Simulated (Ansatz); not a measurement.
The cell is an ordered 8-atom cell of Ga₄SbAs₃ on the zincblende lattice (Amm2); cell and atoms were relaxed with r2SCAN. It is orthorhombic, Amm2 (No. 38); a = 4.095 Å, b = 8.190 Å, c = 11.570 Å in the conventional setting, 24.25 Å³ an atom. As has 4 Ga at 2.47–2.50 Å; As has 4 Ga at 2.44–2.51 Å; Sb has 4 Ga at 2.57–2.60 Å; Ga has 4 As at 2.50–2.51 Å; Ga has 3 As at 2.47–2.48 Å and 1 Sb at 2.60 Å; Ga has 2 As at 2.44 Å and 2 Sb at 2.57 Å.

```cif
data_structure
_symmetry_space_group_name_H-M 'P 1'
_symmetry_Int_Tables_number 1
_cell_length_a 4.0953
_cell_length_b 7.0876
_cell_length_c 7.0876
_cell_angle_alpha 70.584
_cell_angle_beta 90.000
_cell_angle_gamma 90.000
_cell_volume 194.02
loop_
_atom_site_label
_atom_site_type_symbol
_atom_site_fract_x
_atom_site_fract_y
_atom_site_fract_z
_atom_site_occupancy
As1 As 0.00000 0.00069 0.00069 1
As2 As 0.50000 0.99983 0.49994 1
As3 As 0.50000 0.49994 0.99983 1
Sb1 Sb 0.00000 0.49985 0.49985 1
Ga1 Ga 0.50000 0.87606 0.87606 1
Ga2 Ga 0.00000 0.88815 0.37023 1
Ga3 Ga 0.00000 0.37023 0.88815 1
Ga4 Ga 0.50000 0.36526 0.36526 1
```

The questions ask for values computed with the plane-wave code Ansatz on this geometry. Note: simulated data, non-magnetic, for a generated structure that need not be the stable one.

Given (6×4×4 mesh): PBE gives an indirect gap of 0.01 eV, from Σ₀–Γ (0.90 of the way from Σ₀) to Γ; the least direct gap is 0.08 eV at Γ–S (0.10 of the way from Γ). (With 0.02 eV of smearing so small a gap leaves both edges partly filled, and it could close between the points sampled.)

**Question.** How does the gap change from PBE to r2SCAN (6×4×4)?

**Answer.** r2SCAN gives a direct gap of 0.14 eV at Γ. The gap differs by +0.13 eV from PBE's.

**Question.** What does HSE06 give for the gap (4×2×2 mesh)?

**Answer.** The HSE06 gap is direct at Γ: 0.54 eV. The gap differs by +0.53 eV from PBE's.

**Question.** What do these levels agree on?

**Answer.** The levels disagree on the kind of gap: direct with r2SCAN, HSE06; indirect with PBE.

No spin-orbit coupling is included; it can move band edges with weight on the heavy atoms by tenths of an eV.

The meshes of the hybrids are coarse, so their gaps aren't converged to the digits shown.

Gaps under 0.1 eV (PBE) can't be told from a closed one: the bands may be in normal order or already inverted, which a gap's size doesn't show.
